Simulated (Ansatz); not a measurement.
In₃S₄:
```yaml
crystal:
  lattice:
    - [0.00000, 5.52618, 5.52618]
    - [5.52618, 0.00000, 5.52618]
    - [5.52618, 5.52618, 0.00000]
  atoms:
    - { symbol: In, position: [0.50000, 0.50000, 0.50000] }
    - { symbol: In, position: [0.75000, 0.75000, 0.75000] }
    - { symbol: In, position: [0.12500, 0.12500, 0.12500] }
    - { symbol: In, position: [0.62500, 0.12500, 0.12500] }
    - { symbol: In, position: [0.12500, 0.12500, 0.62500] }
    - { symbol: In, position: [0.12500, 0.62500, 0.12500] }
    - { symbol: S, position: [0.88350, 0.88350, 0.88350] }
    - { symbol: S, position: [0.90049, 0.36650, 0.36650] }
    - { symbol: S, position: [0.88350, 0.88350, 0.34951] }
    - { symbol: S, position: [0.36650, 0.90049, 0.36650] }
    - { symbol: S, position: [0.34951, 0.88350, 0.88350] }
    - { symbol: S, position: [0.36650, 0.36650, 0.36650] }
    - { symbol: S, position: [0.88350, 0.34951, 0.88350] }
    - { symbol: S, position: [0.36650, 0.36650, 0.90049] }
```

Relaxed with r²SCAN.

Question: Map the valence electron density (e/Å³), cut off at 1 on the plane through (0.500, 0.500, 0.500) spanned by u = [1, 0, 0] and v = [-1, 1, 1] in lattice vectors, from the program Ansatz at the r²SCAN level (PAW).

Answer: x is the fraction of u, y of v (the angle between them is 90°; rows are the nearest grid lines); atoms in the plane: In at (0.00, 0.00), In at (0.50, 0.25), In at (0.25, 0.62), In at (0.75, 0.62), S at (0.77, 0.38), S at (0.27, 0.87), S at (0.23, 0.38), S at (0.73, 0.87).
```
|@@@@@=:....                  ....:=@@@@@|
|@@@@+=-=++*++-:..      ..:-++*++=-=+@@@@|
|@@*=-=+#@@@@@#+-:.    .:-+#@@@@@#+=-=*@@|
|....:=#@@* .#@@*-..  ..-*@@#. *@@#=:....|
|    .:=%@@@@@@#=:.    .:=#@@@@@@%=:.    |
|     ..:=+++=-:.        .:-=+++=:..     |
|      ..:---::.          .::---:..      |
|     .:=#@@%+-:.        .:-+%@@#=:.     |
|   .:=@@@@@@@@#-..    ..-#@@@@@@@@=:.   |
|   .:=@@@@@@@@#-..    ..-#@@@@@@@@=:.   |
|    .:*@@@@@@@-..      ..-@@@@@@@*:.    |
|     ..:----:..          ..:----:..     |
|    ..:=+++=-:.          .:-=+++=:..    |
|  ..-+%@@@@@@*-:.      .:-*@@@@@@%+-..  |
|  .:=#@@+:=@@%+:.      .:+%@@=:+@@#=:.  |
|  .:=*@@@%@@@%+-::::::::-+%@@@%@@@*=:.  |
|    .:-=+*++=--=%@@@@@@%=--=++*+=-:.    |
|          ....-#@@@@@@@@#-....          |
|             .:+@@@@@@@@+:.             |
|               .-+%@@%+-.               |
|..                 ..                 ..|
|@@*=:.                            .:=*@@|
|@@@@+:.                          .:+@@@@|
|@@@@@=:....                  ....:=@@@@@|
```
Scale: ten equal steps from 0.013 (start of ' ') to 1.00 (end of '@'), in the order ' .:-=+*#%@'; x runs from 0.000 to 1.00, y from 0.000 (bottom) to 1.00 (top).

The density is the valence pseudo-density with augmentation charge, so density and ELF within about 1 Å of a nucleus are not all-electron values.

Space group Fd-3m. The workflow started from an entry of the Crystallography Open Database (COD). Whether it is the stable phase at ambient conditions was not checked. The r²SCAN relaxation kept the symmetry of its start; its stability against distortions is not shown here.

Potentials: the later of the program's two PAW sets.
